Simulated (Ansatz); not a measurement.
Two inputs for WS2 with Ta replacing W

Cell: a supercell of WS2 (space group P6_3/mmc) built from an entry of the Crystallography Open Database (COD) (the entry's cell lengths or inner coordinates differ somewhat from later room-temperature determinations), with all atoms left at the host's positions.

```cif
data_TaW7S16
_symmetry_space_group_name_H-M 'P-6m2'
_symmetry_Int_Tables_number 187
_cell_length_a 6.3600
_cell_length_b 6.3600
_cell_length_c 12.5000
_cell_angle_alpha 90.000
_cell_angle_beta 90.000
_cell_angle_gamma 120.000
loop_
_atom_site_label
_atom_site_type_symbol
_atom_site_symmetry_multiplicity
_atom_site_Wyckoff_symbol
_atom_site_fract_x
_atom_site_fract_y
_atom_site_fract_z
Ta Ta 1 a 0.0000 0.0000 0.0000
W2 W 3 j 0.0000 0.5000 0.0000
W5 W 3 k 0.1667 0.8333 0.5000
W8 W 1 f 0.6667 0.3333 0.5000
S9 S 2 g 0.0000 0.0000 0.3750
S10 S 6 n 0.0000 0.5000 0.3750
S13 S 6 n 0.1667 0.8333 0.8750
S16 S 2 i 0.6667 0.3333 0.8750
```

One atom of each set is listed.

Reference run. Level of theory: DFT, PBE, plane waves and PAW, scalar-relativistic, 420 eV cutoff, Γ-centred 4×4×2 k-points, Fermi–Dirac smearing 0.01 eV, cell charge +1 (Ansatz 0.2.0).

**Question.** The input is changed as follows: `scf.mixing.algorithm`: not typed → broyden; `scf.mixing.beta`: not typed → 0.7; `basis.ecutwfc`: not typed → 40.4 Ry. What happens to V_zz (10²¹ V/m²) and η?

**Answer.** 

| site | V_zz reference | η reference | V_zz changed | η changed |
| --- | --- | --- | --- | --- |
| Ta | -19.45 | 0.00 | -19.45 | 0.00 |
| W2 | -17.24 | 0.45 | -17.23 | 0.45 |
| W5 | -16.10 | 0.00 | -16.09 | 0.00 |
| W8 | -15.83 | 0.00 | -15.82 | 0.00 |
| S9 | -4.24 | 0.00 | -4.24 | 0.00 |
| S10 | -4.10 | 0.00 | -4.10 | 0.00 |
| S13 | -4.93 | 0.61 | -4.93 | 0.61 |
| S16 | -4.63 | 0.00 | -4.62 | 0.00 |

No V_zz moves by more than 0.01. SCF iterations: 11 and 10.

On the reference run: The run isn't spin-polarised, and a state with spin may lie lower. The defect repeats with the cell of 24 atoms, so it feels its images: sites between two images don't show the values beside a lone defect, and zeros or small values of η there can come from the images' arrangement. S and W carry a gradient in the pure host already, so the values there aren't the defect's effect alone. A uniform background compensates the cell's charge. The defect cell has no gap above 0.1 eV on its mesh, so the values can hang on the smearing and the k-mesh. Without spin–orbit coupling the gradients at and beside Ta and W can be off by some per cent, at some sites by more. With these PAW files V_zz is typically within 2 to 3 % of all-electron values, but misses above 10 % occur on Ta. The neighbours have not yet relaxed around the defect (largest force 0.53 eV/Å), so a real crystal will differ.
